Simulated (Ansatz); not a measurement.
TiN:
```
CELL_PARAMETERS angstrom
      0.00000     2.12337     2.12337
      2.12337     0.00000     2.12337
      2.12337     2.12337     0.00000
ATOMIC_POSITIONS crystal
  Ti 0.00000 0.00000 0.00000
  N  0.50000 0.50000 0.50000
```

Relaxed with PBE. Special points in fractions of this cell's reciprocal vectors: Γ (0.000, 0.000, 0.000); X (0.500, 0.000, 0.500); U (0.625, 0.250, 0.625); K (0.375, 0.375, 0.750); L (0.500, 0.500, 0.500); W (0.500, 0.250, 0.750).

List the band energies nearest the Fermi level at these points for DFT-PBE in the program Ansatz with PAW potentials.

In eV from the Fermi level; about four levels below and three above (degenerate sets whole), none deeper than 8.9 eV; … stands for higher levels left out; points with the same levels are listed once.

```csv
k,below,above
Γ,-2.04 -2.04 -2.04 -0.60 -0.60 -0.60,…
X,-5.82 -3.23 -3.23 -3.05,1.64 2.38 2.38
U,-5.80 -5.71 -4.45 -0.46,1.98 2.31 3.58
L,-8.06 -5.46 -5.46,1.68 1.68 2.35
W,-5.46 -5.46 -5.35,0.92 0.92 2.39
```

Space group Fm-3m (rock salt). The cell was relaxed with PBE under the symmetry of its start. No spin polarisation was allowed. With an odd number of electrons in the cell and no spin polarisation, the count alone makes it a metal.

Potentials: the later of the program's two PAW sets.
